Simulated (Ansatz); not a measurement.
Re2B:
```xyz
6
Lattice="3.5150 0.0000 0.0000 0.0000 3.5150 0.0000 0.0000 0.0000 5.9618" Properties=species:S:1:pos:R:3 pbc="T T T"
Re     0.0000     0.0000     0.0000
Re     1.7575     1.7575     0.0000
Re     1.7575     0.0000     2.0756
Re     0.0000     1.7575     3.8862
B      1.7575     0.0000     4.2280
B      0.0000     1.7575     1.7338
```

Relaxed with r²SCAN. Special points in fractions of this cell's reciprocal vectors: Γ (0.000, 0.000, 0.000); X (0.000, 0.500, 0.000); M (0.500, 0.500, 0.000); Z (0.000, 0.000, 0.500); R (0.000, 0.500, 0.500); A (0.500, 0.500, 0.500).

Question: List the band energies nearest the Fermi level at these points for the program Ansatz at the r²SCAN level (PAW).

Answer: In eV from the Fermi level; about four levels below and three above (degenerate sets whole), none deeper than 8.9 eV; points with the same levels are listed once.

```
k                          below                above
-  -----------------------------  -------------------
Γ        -1.24 -0.73 -0.73 -0.44  0.16 1.86 2.05 2.05
X        -0.68 -0.68 -0.57 -0.57  0.29 0.29 1.36 1.36
M        -1.36 -1.36 -0.77 -0.77  0.07 0.07 0.07 0.07
Z  -1.82 -1.82 -1.54 -1.50 -0.23       0.13 0.13 0.51
R        -1.48 -1.48 -0.89 -0.89  0.58 0.58 1.71 1.71
A        -2.83 -2.83 -0.19 -0.19  0.04 0.04 0.52 0.52
```

Space group P4/nmm. The cell is a constructed one: a structure type filled with these elements; neither database checked (COD, Materials Project) lists it. Whether it is the stable phase at ambient conditions was not checked. The r²SCAN relaxation kept the symmetry of its start; whether a distortion lowers the energy is not shown. The run is not spin-polarised. Scalar-relativistic: spin–orbit coupling is off unless named, which matters more the heavier the elements.

Potentials: the earlier of the program's two PAW sets.
